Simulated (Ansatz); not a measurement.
## Mg₂Cr₃GaS₈: Field gradients at the nuclei

The cell is a Materials Project structure (computed, not necessarily an observed phase).

```
Mg Cr Ga S
1.0
     3.62275    2.09160    5.92695
    -3.62275    2.09160    5.92695
     0.00000   -4.18319    5.92695
Mg Cr Ga S
2 3 1 8
Direct
  0.87553 0.87553 0.87553
  0.12447 0.12447 0.12447
  0.50000 0.50000 0.00000
  0.00000 0.50000 0.50000
  0.50000 0.00000 0.50000
  0.50000 0.50000 0.50000
  0.73661 0.73661 0.73661
  0.25963 0.25963 0.71207
  0.25963 0.71207 0.25963
  0.71207 0.25963 0.25963
  0.74037 0.28793 0.74037
  0.28793 0.74037 0.74037
  0.26339 0.26339 0.26339
  0.74037 0.74037 0.28793
```

Sites (sets of like atoms) are named by element and the number of their first atom in this list.

Computed with Ansatz: DFT, PBE, plane waves and PAW, scalar-relativistic, collinear spin, 420 eV cutoff, Γ-centred 5×5×5 k-points, Fermi–Dirac smearing 0.02 eV. Start moments as typed (μB): 3 on each Cr, none on the rest.

C_Q = eQV_zz/h, which is 24.18 MHz for Q = 1 b and V_zz = 10²¹ V/m²; η = (V_xx − V_yy)/V_zz. Directions are in the Cartesian axes of the cell vectors above, for the atom listed; none is given where the gradient is under 0.02 or η is above 0.95.

```csv
site,first atom,first shell,V_zz (10²¹ V/m²),η,"direction of V_zz (x, y, z)"
Mg,1,4 S at 2.44–2.47 Å,0.049,0.00,0.00 0.00 1.00
Cr,3,6 S at 2.42–2.43 Å,-1.15,0.56,0.00 0.89 -0.46
Ga,6,6 S at 2.47 Å,-1.26,0.00,0.00 0.00 1.00
S7,7,"3 Cr at 2.43 Å, 1 Mg at 2.47 Å",-0.46,0.00,0.00 0.00 1.00
S8,8,"2 Cr at 2.42 Å, 1 Mg at 2.44 Å, 1 Ga at 2.47 Å",1.57,0.79,0.00 0.26 0.96
```

An axis of threefold or higher order runs through Mg, Ga and S7, so V_zz lies along it and η is zero.

With a gap of 0.5 eV on this mesh, small gradients can still move by 0.1 × 10²¹ V/m² or more as the k-mesh gets denser. All moments are parallel here, as the start or the cell imposes; many such compounds order antiparallel, where fields and spin densities carried over to other atoms largely cancel. The magnetic order is the one that the run reached from its start moments, not necessarily the measured one.
